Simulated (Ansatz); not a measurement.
Bi2SO2 in space group P-3m1 (No. 164; Bi on 2d, S on 1b, O on 2d), PBEsol in the plane-wave PAW code Ansatz. The conduction-band minimum lies at L, with 3 equivalent valleys. Second derivatives d²E/dk² of the lowest band at one valley (eV·Å²), along Cartesian directions:

```
direction  d²E/dk²
---------  -------
[100]        46.12
[010]        5.443
[001]        33.08
[110]        25.80
[101]        39.59
[011]        9.149
```

**Question.** Find the principal effective masses, the density-of-states mass and the conductivity mass.

**Answer.** Off-diagonal terms follow from H_xy = H[110] − (H_xx + H_yy)/2, and m*/mₑ = 7.620 eV·Å² over each eigenvalue: 0.17, 0.21, 3.6. One valley's DOS mass (m₁m₂m₃)^(1/3) = 0.50, conductivity mass 3/(Σ 1/mᵢ) = 0.27 mₑ.

**Question.** What effective density of states Nc follows at 300 K for parabolic valleys?

**Answer.** Nc = 2.509e19 × 3 × (0.50)^(3/2) ≈ 2.7e19 cm⁻³.

**Question.** With the computed static dielectric constant 69.3 (mean of the diagonal), estimate a hydrogenic donor's binding energy and radius.

**Answer.** E = 13.606 eV × 0.27/69.3² ≈ 0.76 meV; a = 0.529 Å × ε/m* ≈ 140 Å. Semilocal masses tend to be too small when the gap is underestimated.

The start of the workflow was typed in or built on a structure type; neither database checked (COD, Materials Project) lists it. Its standing as an ambient phase is unchecked. The PBEsol relaxation kept the symmetry of its start; whether a distortion lowers the energy is not shown. The volume moved by 33 % from the start of the relaxation. Scalar-relativistic: spin–orbit coupling is off unless named, which matters more the heavier the elements.

Potentials: the earlier of the program's two PAW sets. The files were generated under PBE; for other functionals the program regenerates the frozen cores, and for LDA and PBEsol the local potential too.
